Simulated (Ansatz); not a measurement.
# Guessed and relaxed cells of LiB7

A trial structure of LiB7 was built thus: ordered superstructure of omega with vacancies (P-6m2, No. 187) (sublattice all; occupants of the shared sites, in ratio, B: 7, Li: 1, vacant: 1). Lengths were set from tabulated atomic sizes, so they are only a guess.

start.cif

```cif
data_structure
_symmetry_space_group_name_H-M 'P-6m2'
_symmetry_Int_Tables_number 187
_cell_length_a 3.6465
_cell_length_b 3.6465
_cell_length_c 6.7059
_cell_angle_alpha 90.000
_cell_angle_beta 90.000
_cell_angle_gamma 120.000
_cell_volume 77.22
loop_
_atom_site_label
_atom_site_type_symbol
_atom_site_symmetry_multiplicity
_atom_site_Wyckoff_symbol
_atom_site_fract_x
_atom_site_fract_y
_atom_site_fract_z
_atom_site_occupancy
Li1 Li 1 f 0.66667 0.33333 0.50000 1
B1 B 2 g 0.00000 0.00000 0.66667 1
B2 B 1 a 0.00000 0.00000 0.00000 1
B3 B 2 h 0.33333 0.66667 0.83333 1
B4 B 2 i 0.66667 0.33333 0.83333 1
```

All numbers below come from DFT PBE, scalar-relativistic, plane waves, PAW in Ansatz 0.2.0. Cutoff 420 eV, Gaussian smearing, Γ-centred meshes. Cell and atoms relax first on a coarse mesh and then on a finer one. In between, the cell is made exact in the group found at 0.06 Å. In metals the finer mesh still leaves noise of several meV/atom or more. The steps can't lower the symmetry of their start. No spin polarisation.

end.cif

```cif
data_structure
_symmetry_space_group_name_H-M 'P-6m2'
_symmetry_Int_Tables_number 187
_cell_length_a 2.9437
_cell_length_b 2.9437
_cell_length_c 7.7891
_cell_angle_alpha 90.000
_cell_angle_beta 90.000
_cell_angle_gamma 120.000
_cell_volume 58.45
loop_
_atom_site_label
_atom_site_type_symbol
_atom_site_symmetry_multiplicity
_atom_site_Wyckoff_symbol
_atom_site_fract_x
_atom_site_fract_y
_atom_site_fract_z
_atom_site_occupancy
Li1 Li 1 f 0.66667 0.33333 0.50000 1
B1 B 2 g 0.00000 0.00000 0.73579 1
B2 B 1 a 0.00000 0.00000 0.00000 1
B3 B 2 h 0.33333 0.66667 0.70902 1
B4 B 2 i 0.66667 0.33333 0.89603 1
```

The symmetry stays P-6m2 (No. 187). The volume per atom shrinks by 24.3 %, from 9.7 to 7.3 Å³. The shortest distance goes from 2.11 Å (B–B) to 1.62 Å (B–B). The ratio c/a of the conventional cell changes by a factor of 1.44. The energy falls by about 1.2 eV/atom (the start's value is from the coarse mesh). The end is written in a standard setting, so origin, axes and order of atoms can differ from the start's.

* Volume per atom: 7.31 Å³
* Density: 2.35 g/cm³
* Energy over the elements: +0.50 eV/atom
* Gap on the 12×12×6 mesh of the 8-atom cell: 0 eV (a metal)

The zero of energy is the elements' standard structures at the same level; no fitted shifts are applied. It can't be a ground state, since the elements alone are lower.

The last run used Gaussian smearing of 0.10 eV. A structure relaxed within its symmetry needn't be a true minimum. In all, the 3 runs took 3.4 min on 1 thread of Arm Neoverse V1, on a shared host.
